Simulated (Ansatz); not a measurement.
## Electron–phonon coupling and T_c of Ta (computed with Ansatz 0.2.0)

Space group Im-3m (No. 229), 1 atom in the cell of the first input below: a = 2.874 Å, b = 2.874 Å, c = 2.874 Å, α = 109.47°, β = 109.47°, γ = 109.47°.

The cell was built from a prototype of a structure type listed for this element, relaxed without spin–orbit coupling to zero pressure (pressure 0.0 GPa with this functional, without spin–orbit coupling). Functional: PBE.

Input:

```yaml
crystal:
  lattice:
    - [-1.6593554581, 1.6593554581, 1.6593554581]
    - [1.6593554581, -1.6593554581, 1.6593554581]
    - [1.6593554581, 1.6593554581, -1.6593554581]
  atoms:
    - { symbol: Ta, position: [0.0, 0.0, 0.0] }
basis:
  ecutwfc: 420
  ecutrho_ratio: 4
kpoints:
  mp_grid: { grid: [15, 15, 15] }
hamiltonian:
  xc: pbe
scf:
  occupations: { method: methfessel_paxton, width: 0.2 }
output: {}
phonons:
  supercell: [3, 3, 3]
  qpath:
    path:
      - [[0.0, 0.0, 0.0], [0.5, -0.5, 0.5], [0.0, 0.0, 0.5], [0.0, 0.0, 0.0], [0.25, 0.25, 0.25], [0.5, -0.5, 0.5]]
      - [[0.25, 0.25, 0.25], [0.0, 0.0, 0.5]]
    npoints: 6
  electrical_resistivity: { mesh: [30, 30, 30], temperatures: [50, 100, 200, 300, 500] }
  superconductivity: { mesh: [30, 30, 30], eliashberg_equations: false }
```

```bash
ansatz run input.yaml --threads 8 --pin off --max-ram 15360MiB --backend cpu --events-out ev --progress --plain --runs-dir out
```

Time: 5.1 min on 8 threads of Intel(R) Xeon(R) Processor @ 2.50GHz (Skylake/Cascade Lake), on a shared host, peak memory 6.4 GiB.

On the finest mesh λ = 0.9682, ω_log = 11.800 meV, N(E_F) = 0.651 states per eV, spin and cell. λ by mesh: 30×30×30 0.968, 15×15×15 0.978.

**Question.** What T_c does McMillan's formula in the Allen–Dynes form give for μ* = 0.10?

**Answer.** T_c = (ω_log/1.2) exp[−1.04(1+λ)/(λ − μ*(1+0.62λ))] = (136.93 K/1.2) × exp(−2.0469/0.8082) = 9.07 K (the run, unrounded: 9.06 K). By mesh, finest first, the same formula gives 9.06, 9.23 K.

```csv
μ*,McMillan (K),Allen–Dynes with strong-coupling factors (K)
0.08,9.98,10.63
0.10,9.06,9.60
0.12,8.16,8.61
0.13,7.72,8.12
0.14,7.29,7.65
0.16,6.44,6.74
0.20,4.85,5.04
```

Caveats: no spin-orbit coupling, which matters for these elements; small supercell, couplings not converged in it; with so small a supercell and a typed μ*, T_c can miss a measured one by a factor of two or more.
